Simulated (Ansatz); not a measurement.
TiO$_{2}$ (rutile)

```yaml
crystal:
  lattice:
    - [4.64353, 0.00000, 0.00000]
    - [0.00000, 4.64353, 0.00000]
    - [0.00000, 0.00000, 2.96370]
  atoms:
    - { symbol: Ti, position: [0.00000, 0.00000, 0.00000] }
    - { symbol: Ti, position: [0.50000, 0.50000, 0.50000] }
    - { symbol: O, position: [0.30512, 0.30512, 0.00000] }
    - { symbol: O, position: [0.80512, 0.19488, 0.50000] }
    - { symbol: O, position: [0.19488, 0.80512, 0.50000] }
    - { symbol: O, position: [0.69488, 0.69488, 0.00000] }
```

The slice is a (010) plane (indices of the conventional cell) through the point (0.500, 0.500, 0.500) (fractional), spanned by u = [001] and v = [100] in vectors of this cell: u (2.96 Å) and v (4.64 Å, at 90° to u). It covers one period; positions are fractions (u, v).

These are PBE (plane waves to 420 eV, PAW, scalar-relativistic; Ansatz, a quantum-chemistry and plane-wave program) values and carry that method's errors. k mesh 7×7×11. Near the nuclei the fields are pseudised (PAW); where an atom keeps semicore shells as valence, they peak there. The PAW data are Ansatz's earlier set. TiO2 is run without spin polarisation. TiO2 was relaxed with its symmetry unable to fall.

Three fields on this plane, each scaled to ten steps between its own extremes (0 low, 9 high; the total valence density on a logarithmic scale, the potential cut 8 eV below its top; x marks points blanked near nuclei; v = 0 in the bottom row):

Map A
```
|xxxxxx876666678xxxxx|
|xxxxxx876666678xxxxx|
|xxxxx97777777779xxxx|
|xxxx9877777777789xxx|
|xxx987777888777789xx|
|88876677788877766788|
|66655667788877665566|
|44445566777776655444|
|33344456666666544433|
|33333445556555443333|
|22222334444444332222|
|22222223333333222222|
|11111111222221111111|
|00000001111111000000|
|00000000000000000000|
|00000000000000000000|
|00000000000000000000|
|00000001111111000000|
|11111111222221111111|
|22222223333333222222|
|22222334444444332222|
|33333445556555443333|
|33344456666666544433|
|44445566777776655444|
|66655667788877665566|
|88876677788877766788|
|xxx987777888777789xx|
|xxxx9877777777789xxx|
|xxxxx97777777779xxxx|
|xxxxxx876666678xxxxx|
|xxxxxx876666678xxxxx|
|xxxxxx876666678xxxxx|
```

Map B
```
|xxxxxx000000000xxxxx|
|xxxxxx000000000xxxxx|
|xxxxx00111111100xxxx|
|xxxx1112222222111xxx|
|xxx111234555432111xx|
|00011234678764321100|
|00001235799975321000|
|00001235799975321000|
|00001134688864311000|
|00000123566653210000|
|00000112344432110000|
|00000011222221100000|
|00000001111111000000|
|00000000011100000000|
|00000000000000000000|
|00000000000000000000|
|00000000000000000000|
|00000000011100000000|
|00000001111111000000|
|00000011222221100000|
|00000112344432110000|
|00000123566653210000|
|00001134688864311000|
|00001235799975321000|
|00001235799975321000|
|00011234678764321100|
|xxx111234555432111xx|
|xxxx1112222222111xxx|
|xxxxx00111111100xxxx|
|xxxxxx000000000xxxxx|
|xxxxxx000000000xxxxx|
|xxxxxx000000000xxxxx|
```

Map C
```
|xxxxxx311000113xxxxx|
|xxxxxx210000012xxxxx|
|xxxxx32100000123xxxx|
|xxxx5210000000125xxx|
|xxx642100000001246xx|
|99742100000000012479|
|55421100000000011245|
|32211000000000001122|
|11110000000000000111|
|00000000000000000000|
|00000000000000000000|
|00000000000000000000|
|00000000000000000000|
|00000000000000000000|
|00000000000000000000|
|00000000000000000000|
|00000000000000000000|
|00000000000000000000|
|00000000000000000000|
|00000000000000000000|
|00000000000000000000|
|00000000000000000000|
|11110000000000000111|
|32211000000000001122|
|55421100000000011245|
|99742100000000012479|
|xxx642100000001246xx|
|xxxx5210000000125xxx|
|xxxxx32100000123xxxx|
|xxxxxx210000012xxxxx|
|xxxxxx311000113xxxxx|
|xxxxxx321000123xxxxx|
```

Problem. Assign the maps to these fields: density of the lowest conduction band (whole band as if filled, smooth part); density of the highest valence band (whole band, smooth part); valence electron density.

Solution. A is the valence electron density; B is the density of the highest valence band (whole band, smooth part); C is the density of the lowest conduction band (whole band as if filled, smooth part).
